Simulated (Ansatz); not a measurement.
How the vibrations of Li$_{3}$Au change with volume

Computed with DFT LDA, scalar-relativistic, plane waves, PAW (Ansatz 0.2.0). Cutoff 420 eV, 12×12×12 k-points (Γ-centred), Fermi-Dirac smearing of 0.15 eV. No spin polarisation. Phonons by linear response, acoustic sum rule imposed.

The cell, relaxed at this level:
```cif
data_structure
_symmetry_space_group_name_H-M 'Fm-3m'
_symmetry_Int_Tables_number 225
_cell_length_a 6.1012
_cell_length_b 6.1012
_cell_length_c 6.1012
_cell_angle_alpha 90.000
_cell_angle_beta 90.000
_cell_angle_gamma 90.000
_cell_volume 227.11
loop_
_atom_site_label
_atom_site_type_symbol
_atom_site_symmetry_multiplicity
_atom_site_Wyckoff_symbol
_atom_site_fract_x
_atom_site_fract_y
_atom_site_fract_z
_atom_site_occupancy
Li1 Li 8 c 0.25000 0.75000 0.75000 1
Li2 Li 4 b 0.50000 0.00000 0.00000 1
Au1 Au 4 a 0.00000 0.00000 0.00000 1
```

In a metal, frequencies depend on the k mesh and the smearing, soft modes most. Spin–orbit coupling is left out, which can shift energies with elements as heavy as these.

Cells at 0.98 and 1.02 times the equilibrium volume were relaxed in shape and atoms; γ = −d ln ν / d ln V, modes matched by rank.

(1) Give the optical frequencies at Γ (cm⁻¹) at the three volumes and the mode Grüneisen parameters.

(2) What pressures hold the two strained cells, and what bulk modulus follows?

## Answers

(1)
| 0.98 V | V | 1.02 V | γ | degeneracy |
| --- | --- | --- | --- | --- |
| 195 | 186 | 177 | 2.41 | 3 |
| 396 | 388 | 380 | 1.00 | 3 |
| 402 | 392 | 382 | 1.24 | 3 |

(2) 0.88 GPa at 0.98 V and -0.80 GPa at 1.02 V, so B = −dP/d ln V ≈ 42 GPa.